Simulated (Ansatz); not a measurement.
# How hard is it to compress?

A short materials screen. Bulk modulus and its pressure derivative give the pressure that a small compression needs; a soft, simple solid makes a sensitive pressure gauge, a stiff one a good anvil or seat.

fcc Au serves as the reference. Hydrostatic compression by 3 % of the volume (V₀/V = 1.0309), no change of phase.

Data:

Where the numbers come from (Ansatz, a plane-wave PAW program): B₀, B₀′: r²SCAN, Birch–Murnaghan fit of energy against volume; volume per atom: r²SCAN, relaxed cell.

Working rules: linear estimate = B₀ × compression; P = (B₀/B₀′)[(V₀/V)^B₀′ − 1]; modulus under load = B₀ + B₀′P; relative pressure = P/P_ref.

| crystal | B₀ (GPa) | B₀′ | V (Å³/atom) | linear estimate (GPa) | Murnaghan pressure (GPa) | modulus there (GPa) | pressure (relative) |
|---|---|---|---|---|---|---|---|
| Ta5Ge3 (I4/mcm, tI32) | 208 | 4.2 | 16.47 | 6.2 | 6.752 | 236 | 1.32 |
| Rb2NaYF6 (Fm-3m, cF40) | 40.9 | 5.6 | 17.21 | 1.2 | 1.357 | 48.5 | 0.27 |
| NbSi2 (P6₄22, hP9) | 182 | 4.4 | 14.56 | 5.5 | 5.927 | 208 | 1.16 |
| fcc Au, reference | 153 | 5.9 | 17.53 | 4.6 | 5.100 | 183 | 1.00 |

Runs started from generated or typed cells of the structure named: fcc Au. Not checked to be the ambient phase: Rb2NaYF6 (Fm-3m, cF40). No claim is made that these are known or stable phases: Ta5Ge3 (I4/mcm, tI32); NbSi2 (P6₄22, hP9). Over 15 meV/atom above the lowest phase of their formula at hand: Ta5Ge3 (I4/mcm, tI32) (21 meV/atom, r²SCAN). Spin–orbit coupling is left out unless named.

Worked example:

Arithmetic for Rb2NaYF6 (Fm-3m, cF40):

- linear estimate: 40.9 × 3/100 = 1.2 GPa
- P = (40.9/5.6) × (1.0309^5.6 − 1) = 1.357 GPa
- modulus there: 40.9 + 5.6 × 1.357 = 48.5 GPa
- relative pressure: 1.357/5.100 = 0.27

Arithmetic for fcc Au:

- linear estimate: 153 × 3/100 = 4.6 GPa
- P = (153/5.9) × (1.0309^5.9 − 1) = 5.100 GPa
- modulus there: 153 + 5.9 × 5.100 = 183 GPa

Result:

By relative pressure (highest first): Ta5Ge3 (I4/mcm, tI32) (1.32 ± 0.067), NbSi2 (P6₄22, hP9) (1.16 ± 0.059), fcc Au (1.00 ± 0.050), Rb2NaYF6 (Fm-3m, cF40) (0.27 ± 0.013). The ± follows from allowances picked for this note (B₀ 5 %, B₀′ 0.4), carried to first order and added in quadrature, each row's own inputs moving alone; ≈ joins neighbours closer than their two ± added in quadrature.

Caveats:

B₀′ is the least certain number of such a fit, often by half a unit. Where several phases of a formula are at hand, those over 0.1 eV/atom above the lowest were not drawn (by r²SCAN where it compared them, else by the largest value; a layered or molecular lowest phase counts only with a dispersion term); other phases could lie lower still. Rows were sampled with a lean to familiar crystals, related or not, whatever their agreement with measurement; tables with many equal figures were not kept. Limits of the draw: no layered crystals, B₀′ of 2 to 8; no unfamiliar magnets, and cubic perovskites only if shown or known to be stable. As a rule kept out of such tables: 4f compounds, open-shell compounds run without a Hubbard term, cells found unstable in the tests at hand, cells close to a higher symmetry, and runs set to a pressure or over 12 % in volume from the crystal's fullest run.
